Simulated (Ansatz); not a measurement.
Mg:
Space group P6/mmm (No. 191); a = 5.752 Å, b = 5.752 Å, c = 5.683 Å, α = 90.00°, β = 90.00°, γ = 120.00°

```json
[
 {"atom": "Mg", "site": "2e", "symmetry": "6mm", "x": "0.0000", "y": "0.0000", "z": "0.2541"},
 {"atom": "Mg", "site": "2d", "symmetry": "-6m2", "x": "0.3333", "y": "0.6667", "z": "0.5000"},
 {"atom": "Mg", "site": "3f", "symmetry": "mmm", "x": "0.0000", "y": "0.5000", "z": "0.0000"}
]
```

Relaxed at zero pressure with DFT-PBEsol in the program Ansatz with PAW potentials.

Q: The volume is raised by 6 % and shape and atoms relax at that volume. What pressure results, and how do the axes share the change?

A: -1.8 GPa; a 2.0 %, b 2.0 %, c 1.9 %; the energy rises by 8 meV/atom.

Q: Give the new structure.

A: 
Space group P6/mmm (No. 191); a = 5.8662 Å, b = 5.8662 Å, c = 5.7922 Å, α = 90.00°, β = 90.00°, γ = 120.00°

```tsv
atom	site	symmetry	x	y	z
Mg	2e	6mm	0.0000	0.0000	0.2535
Mg	2d	-6m2	0.3333	0.6667	0.5000
Mg	3f	mmm	0.0000	0.5000	0.0000
```

The phase is kept; no other phase was compared at this pressure.

The start of the workflow was typed in or built on a structure type; the Crystallography Open Database copy checked does not list it. It is not the phase usual at ambient conditions (space group No. 194). The cell was relaxed with PBEsol under the symmetry of its start; whether a distortion lowers the energy is not shown. Axis ratios of metals converge slowly with the k-mesh, so a and c are less sure than the volume.

Potentials: the later of the program's two PAW sets.
